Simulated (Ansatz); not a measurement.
BN:
```cif
data_B4N4
_chemical_formula_sum 'B4 N4'
_space_group_name_H-M_alt 'F-43m'
_space_group_IT_number 216
_space_group_name_Hall 'F -4 2 3'
_cell_length_a 3.59576
_cell_length_b 3.59576
_cell_length_c 3.59576
_cell_angle_alpha 90.000
_cell_angle_beta 90.000
_cell_angle_gamma 90.000
loop_
_atom_site_label
_atom_site_type_symbol
_atom_site_symmetry_multiplicity
_atom_site_Wyckoff_symbol
_atom_site_fract_x
_atom_site_fract_y
_atom_site_fract_z
_atom_site_occupancy
B1 B 4 a 0.00000 0.00000 0.00000 1
N1 N 4 d 0.75000 0.75000 0.75000 1
```
(The calculation used a cell of 2 atoms; values per cell refer to that cell.)

Relaxed with the program Ansatz at the HSE06 level (PAW). Indices refer to the conventional cell of F-43m, a = b = c = 3.596 Å, α = β = γ = 90.00°.

Problem. Simulate the powder diffraction pattern (Fe Kα, λ = 1.93735 Å; lines above 1 %) up to 2θ = 90°.

Solution. Simulated powder pattern, Fe Kα, λ = 1.93735 Å (kinematic, ideal powder, no thermal factors, no anomalous dispersion; the 30 strongest lines at most, above 1 %, up to 2θ = 90°):

| 2θ (°) | d (Å) | I/Imax (%) | hkl |
|---|---|---|---|
| 55.63 | 2.076 | 100 | (111) |
| 65.20 | 1.798 | 4.7 | (200) |

The cell was relaxed with HSE06 under the symmetry of its start.

Potentials: the earlier of the program's two PAW sets.
